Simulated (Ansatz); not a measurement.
A geometry of TiB₂ away from equilibrium: step 3 of the relaxation of a relaxed TiB2 cell displaced along its unstable phonon at q = (½, ½, ½) of its primitive reciprocal cell (305i cm⁻¹), largest move 0.15 Å. Level of theory: PBE (plane waves to 420 eV, PAW, scalar-relativistic; Ansatz, an electronic-structure program). Γ-centred k-mesh 14×14×14 on the run's cell (coarser than for final values), Fermi–Dirac smearing 0.05 eV. The plane waves were selected for a different cell earlier on the path.

```
CELL_PARAMETERS angstrom
     -3.15716     3.21322     5.76899
      0.00000     0.00000     5.76899
      0.00000     3.21322     0.00000
ATOMIC_POSITIONS crystal
  Ti 0.00000 0.00000 0.14780
  Ti 0.50000 0.00000 0.85220
  B  0.00000 0.36140 0.85827
  B  0.50000 0.36140 0.14173
  B  0.00000 0.63860 0.85827
  B  0.50000 0.63860 0.14173
```

**Question.** Give the Cartesian forces on all atoms (eV/Å).

**Answer.** 
```csv
atom,Fx,Fy,Fz
Ti1,0.00,1.78,0.00
Ti2,0.00,-1.78,0.00
B3,0.00,-1.56,-2.22
B4,0.00,1.56,-2.22
B5,0.00,-1.56,2.22
B6,0.00,1.56,2.22
```

The path ends in P6/mmm (No. 191) (AFLOW prototype AB2_hP3_191_a_d (C32, as in AlB2)). No spin polarisation in the result.

The run could not lose the symmetry of its start.

Of the parent cell (I4/mmm (No. 139)): it is a generated cell of TiB2: the first start was made by placing the elements on the sites of a structure type, and the end was not matched to a known phase here, so it may be hypothetical. Known forms of TiB2 include space group No. 191.

The first start was generated by placing the elements on the sites of a structure type. A measured structure of TiB2 has the same space group, P6/mmm (No. 191); the sites were not compared with it.
